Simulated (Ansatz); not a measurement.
Re (bcc (W type), space group No. 229) at seven volumes, r²SCAN in the plane-wave PAW code Ansatz, scaled uniformly. One row is withheld.

```
V (Å³/atom)  P (GPa)
-----------  -------
13.506         43.82
13.951         26.78
14.396         12.30
14.841          0.00
15.287             ?
15.732        -19.29
16.177        -26.77
```

Fit the shown pressures and predict the withheld one.

P = (3/2)B₀(x^(7/2) − x^(5/2))[1 + (3/4)(B′ − 4)(x − 1)] with x = (V₀/V)^(2/3). Least squares on the six rows gives V₀ = 14.842 Å³/atom, B₀ = 377 GPa, B′ = 4.45. At V = 15.287, x = 0.9805 and P = -10.43 GPa. The run itself gave -10.44 GPa.

Space group Im-3m (bcc (W type)). The cell is a constructed one: a structure type filled with these elements; the Crystallography Open Database copy checked does not list it. It is not the phase usual at ambient conditions (space group No. 194). The r²SCAN relaxation kept the symmetry of its start; its stability against distortions is not shown here. No spin polarisation was allowed. Spin–orbit coupling is left out wherever it is not named.

Potentials: the later of the program's two PAW sets.
